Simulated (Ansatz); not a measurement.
# LuAlN₂: computed property card

LuAlN2:
Space group P3m1 (No. 156); a = 3.425 Å, b = 3.425 Å, c = 5.416 Å, α = 90.00°, β = 90.00°, γ = 120.00°

```
atom  site  symmetry       x       y       z
----  ----  --------  ------  ------  ------
Lu      1b       3m.  0.3333  0.6667  0.9947
N       1b       3m.  0.3333  0.6667  0.4134
Al      1c       3m.  0.6667  0.3333  0.5079
N       1c       3m.  0.6667  0.3333  0.8541
```

Space group P3m1 (No. 156); conventional cell a = b = 3.4250 Å, c = 5.4160 Å, α = β = 90.00°, γ = 120.00°.

Method: DFT-PBE in the program Ansatz with PAW potentials. The cell and atoms are relaxed at this level. Other levels are named where they apply.

Cell and energy:

| Property | Result |
|---|---|
| Volume per atom | 13.76 Å³ |
| Density | 6.94 g/cm³ |
| Formation energy from the elements (no fitted shifts) | -1.26 eV/atom |

Electronic structure:

| Property | Value |
|---|---|
| Band gap | 2.03 eV (indirect) |
| Valence-band maximum | at H |
| Conduction-band minimum | at Γ |
| Smallest direct gap on the standard path | 2.70 eV |
| Electron effective mass | 0.23, 0.23, 0.34 mₑ (principal values) |
| Electron effective mass with spin–orbit coupling | 0.23, 0.23, 0.35 mₑ (principal values) |
| Hole effective mass | 1.7, 1.7, 3.1 mₑ (principal values) |
| Hole effective mass with spin–orbit coupling | 1.9, 1.9, 3.1 mₑ (principal values) |
| Gap with spin–orbit coupling | 1.95 eV |

Mechanics:

| Item | Result |
|---|---|
| Bulk modulus (Birch–Murnaghan fit) | 141 GPa |
| Pressure derivative B′ | 4.0 |

The start of the workflow was typed in or built on a structure type; neither database checked (COD, Materials Project) lists it. Whether it is the stable phase at ambient conditions was not checked. Symmetry was held in the PBE relaxation; whether a distortion lowers the energy is not shown. The references are the lowest solids computed at this level, not always the standard phases (solids in place of the gases). Scalar-relativistic: spin–orbit coupling is off unless named, which matters more the heavier the elements.

Potentials: the earlier of the program's two PAW sets.
